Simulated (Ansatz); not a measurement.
Ge (β-Sn type, I4_1/amd), a = 5.146 Å, b = 5.146 Å, c = 2.819 Å, α = 90.00°, β = 90.00°, γ = 90.00°; the cell used has 2 atoms.

Relaxed with r²SCAN.

Q: Which orbitals make up the states near the Fermi level in plane-wave PAW r²SCAN (Ansatz code)?

A: Within 0.5 eV of the Fermi level: Ge 4p 82 %, Ge 4s 16 %. Projections are on Löwdin-orthogonalised atomic valence shells; empty p or d shells of many metals are not among them.

Q: Tabulate the density of states.

A: States/eV per cell of 2 atoms, in 0.25 eV bins, energy from the Fermi level.

| E (eV) | total | Ge 4p | Ge 4s |
|---|---|---|---|
| -7.85 | 0.52 | 0.16 | 0.36 |
| -7.60 | 0.40 | 0.14 | 0.26 |
| -7.35 | 0.39 | 0.14 | 0.24 |
| -7.10 | 0.40 | 0.15 | 0.25 |
| -6.85 | 0.43 | 0.16 | 0.27 |
| -6.60 | 0.60 | 0.26 | 0.34 |
| -6.35 | 0.49 | 0.21 | 0.28 |
| -6.10 | 0.39 | 0.17 | 0.22 |
| -5.85 | 0.39 | 0.20 | 0.19 |
| -5.60 | 0.39 | 0.22 | 0.16 |
| -5.35 | 0.38 | 0.24 | 0.15 |
| -5.10 | 0.40 | 0.26 | 0.13 |
| -4.85 | 0.55 | 0.42 | 0.13 |
| -4.60 | 0.68 | 0.54 | 0.14 |
| -4.35 | 0.75 | 0.60 | 0.15 |
| -4.10 | 0.76 | 0.61 | 0.15 |
| -3.85 | 0.73 | 0.58 | 0.14 |
| -3.60 | 0.73 | 0.58 | 0.14 |
| -3.35 | 0.75 | 0.61 | 0.13 |
| -3.10 | 0.77 | 0.63 | 0.13 |
| -2.85 | 0.80 | 0.66 | 0.13 |
| -2.60 | 0.83 | 0.71 | 0.11 |
| -2.35 | 0.90 | 0.79 | 0.11 |
| -2.10 | 0.95 | 0.84 | 0.10 |
| -1.85 | 1.08 | 0.96 | 0.10 |
| -1.60 | 1.08 | 0.98 | 0.10 |
| -1.35 | 1.00 | 0.90 | 0.09 |
| -1.10 | 0.86 | 0.76 | 0.09 |
| -0.85 | 0.81 | 0.70 | 0.10 |
| -0.60 | 0.77 | 0.65 | 0.11 |
| -0.35 | 0.74 | 0.62 | 0.11 |
| -0.10 | 0.73 | 0.60 | 0.11 |
| 0.15 | 0.72 | 0.58 | 0.12 |
| 0.40 | 0.72 | 0.57 | 0.13 |
| 0.65 | 0.73 | 0.57 | 0.14 |
| 0.90 | 0.75 | 0.58 | 0.15 |
| 1.15 | 0.77 | 0.58 | 0.16 |
| 1.40 | 0.80 | 0.60 | 0.17 |
| 1.65 | 0.72 | 0.54 | 0.15 |
| 1.90 | 0.70 | 0.53 | 0.14 |
| 2.15 | 0.75 | 0.56 | 0.15 |
| 2.40 | 0.80 | 0.60 | 0.16 |
| 2.65 | 0.79 | 0.60 | 0.15 |
| 2.90 | 0.80 | 0.60 | 0.15 |
| 3.15 | 0.87 | 0.65 | 0.15 |
| 3.40 | 0.94 | 0.71 | 0.14 |
| 3.65 | 0.98 | 0.74 | 0.13 |
| 3.90 | 0.95 | 0.71 | 0.12 |
| 4.15 | 0.95 | 0.68 | 0.11 |
| 4.40 | 1.00 | 0.72 | 0.11 |
| 4.65 | 1.02 | 0.73 | 0.10 |

This is a known high-pressure phase of the composition, computed here at zero pressure and temperature. The cell was relaxed with r²SCAN under the symmetry of its start; of distortions, only those at the zone centre were tested. Scalar-relativistic: spin–orbit coupling is off unless named, which matters more the heavier the elements.

Potentials: the later of the program's two PAW sets.
